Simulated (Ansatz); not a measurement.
**Relaxing a structure of Ag**

The start is a generated trial cell of Ag in the AFLOW prototype A_tI2_139_a (A6, as in In). The structure is fully relaxed (lattice and positions, P = 0) with r2SCAN (plane waves to 500 eV, PAW, scalar-relativistic; Ansatz, a first-principles code). First-step values are on the input's coarse k-mesh.

Ansatz input (later rounds restart from its end on a renewed k-mesh):
Ansatz 0.2 input:
```yaml
crystal:
  lattice:
    - [-1.5843417, 1.5843417, 1.703541]
    - [1.5843417, -1.5843417, 1.703541]
    - [1.5843417, 1.5843417, -1.703541]
  atoms:
    - { symbol: Ag, position: [0, 0, 0] }
basis: { ecutwfc: 500, ecutrho_ratio: 4, xc_grid: 4, fft_grid_basis: typed }
kpoints: { mp_grid: { grid: [14, 14, 14] } }
hamiltonian:
  xc: r2scan
  dispersion: none
  pseudopotentials: { azcp: { folder: ./paw }, kind: paw }
scf: { occupations: { method: fermi_dirac, width: 0.05 } }
relax: { f_tol: 0.01, max_steps: 100, cell: { stress_tol: 0.02 } }
output: { forces: true, stress: true }
```

Problem. What pressure does the first self-consistent step give?

Solution. +2.0 GPa (positive: the cell is compressed).

Problem. What symmetry does the relaxed structure have?

Solution. The space group goes from I4/mmm (No. 139) to Fm-3m (No. 225); the end is fcc (Cu type), with 1 atom in the primitive cell.

Problem. How does the volume per atom move from start to end?

Solution. +1.1 %, from 17.10 to 17.30 Å³/atom.

Problem. How do the shortest distances between atoms change?

Solution. The closest pairs of elements (up to four, under 3.6 Å), start → end: Ag–Ag 2.81 → 2.90 Å.

Problem. Give the final cell and atomic positions.

Solution. 
Space group Fm-3m (No. 225); a = 4.1055 Å, b = 4.1055 Å, c = 4.1055 Å, α = 90.00°, β = 90.00°, γ = 90.00°

```csv
atom,site,symmetry,x,y,z
Ag,4a,m-3m,0.0000,0.0000,0.0000
```
(The calculation used a cell of 1 atom; values per cell refer to that cell.)

Final values are on a 19×19×19 k-mesh of the relaxed cell. No spin polarisation in the result.

The run could not lose the symmetry of its start.
